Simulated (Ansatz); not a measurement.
TiS2:
Space group P-3m1 (No. 164); a = b = 3.360 Å, c = 5.524 Å, α = β = 90.00°, γ = 120.00°

```tsv
atom	site	symmetry	x	y	z
Ti	1b	-3m.	0.0000	0.0000	0.5000
S	2d	3m.	0.6667	0.3333	0.2415
```
(The calculation used a cell of 9 atoms; values per cell refer to that cell.)

Relaxed with PBE+D3(BJ).

Which orbitals make up the states near the Fermi level in the program Ansatz at the PBE+D3(BJ) level (PAW)?

Within 0.5 eV of the Fermi level: Ti 3d 58 %, S 3p 37 %. Projections are on Löwdin-orthogonalised atomic valence shells; empty p or d shells of many metals are not among them.

Tabulate the density of states.

States/eV per cell of 9 atoms, in 0.25 eV bins, energy from the Fermi level.

| E (eV) | total | S 3p | Ti 3d | S 3s |
|---|---|---|---|---|
| -7.85 | 0.00 | 0.00 | 0.00 | 0.00 |
| -7.60 | 0.00 | 0.00 | 0.00 | 0.00 |
| -7.35 | 0.00 | 0.00 | 0.00 | 0.00 |
| -7.10 | 0.00 | 0.00 | 0.00 | 0.00 |
| -6.85 | 0.00 | 0.00 | 0.00 | 0.00 |
| -6.60 | 0.00 | 0.00 | 0.00 | 0.00 |
| -6.35 | 0.00 | 0.00 | 0.00 | 0.00 |
| -6.10 | 0.00 | 0.00 | 0.00 | 0.00 |
| -5.85 | 0.00 | 0.00 | 0.00 | 0.00 |
| -5.60 | 0.35 | 0.25 | 0.06 | 0.01 |
| -5.35 | 3.23 | 2.27 | 0.55 | 0.05 |
| -5.10 | 4.17 | 2.98 | 0.71 | 0.09 |
| -4.85 | 6.54 | 4.84 | 1.11 | 0.13 |
| -4.60 | 11.55 | 9.10 | 1.76 | 0.18 |
| -4.35 | 6.98 | 5.41 | 1.14 | 0.15 |
| -4.10 | 5.01 | 3.77 | 0.85 | 0.15 |
| -3.85 | 4.29 | 3.16 | 0.65 | 0.20 |
| -3.60 | 4.99 | 3.49 | 0.93 | 0.24 |
| -3.35 | 6.77 | 4.71 | 1.52 | 0.22 |
| -3.10 | 9.08 | 6.53 | 2.10 | 0.15 |
| -2.85 | 16.75 | 11.03 | 5.10 | 0.26 |
| -2.60 | 14.75 | 9.22 | 4.99 | 0.27 |
| -2.35 | 7.68 | 5.56 | 1.68 | 0.24 |
| -2.10 | 7.05 | 5.38 | 1.27 | 0.20 |
| -1.85 | 7.15 | 5.62 | 1.16 | 0.18 |
| -1.60 | 7.83 | 6.36 | 1.14 | 0.14 |
| -1.35 | 7.62 | 6.25 | 1.09 | 0.11 |
| -1.10 | 4.68 | 3.72 | 0.80 | 0.07 |
| -0.85 | 2.97 | 2.32 | 0.57 | 0.04 |
| -0.60 | 2.06 | 1.61 | 0.40 | 0.02 |
| -0.35 | 1.45 | 1.18 | 0.24 | 0.01 |
| -0.10 | 1.11 | 0.78 | 0.30 | 0.01 |
| 0.15 | 2.28 | 0.53 | 1.63 | 0.04 |
| 0.40 | 4.47 | 0.85 | 3.38 | 0.08 |
| 0.65 | 8.73 | 1.39 | 6.96 | 0.11 |
| 0.90 | 6.40 | 1.10 | 5.08 | 0.05 |
| 1.15 | 4.53 | 0.94 | 3.47 | 0.01 |
| 1.40 | 6.97 | 1.83 | 4.98 | 0.04 |
| 1.65 | 16.93 | 2.51 | 14.14 | 0.07 |
| 1.90 | 14.24 | 2.10 | 11.73 | 0.06 |
| 2.15 | 7.36 | 1.38 | 5.76 | 0.03 |
| 2.40 | 0.00 | 0.00 | 0.00 | 0.00 |
| 2.65 | 0.00 | 0.00 | 0.00 | 0.00 |
| 2.90 | 3.56 | 1.00 | 2.21 | 0.17 |
| 3.15 | 11.00 | 3.71 | 6.32 | 0.34 |
| 3.40 | 10.88 | 4.16 | 5.93 | 0.25 |
| 3.65 | 8.20 | 3.15 | 4.42 | 0.25 |
| 3.90 | 7.90 | 2.74 | 4.33 | 0.36 |
| 4.15 | 4.57 | 1.53 | 2.51 | 0.26 |
| 4.40 | 1.89 | 0.62 | 1.05 | 0.13 |
| 4.65 | 0.00 | 0.00 | 0.00 | 0.00 |

Symmetry was held in the PBE+D3(BJ) relaxation. The run is not spin-polarised.

Potentials: the later of the program's two PAW sets.
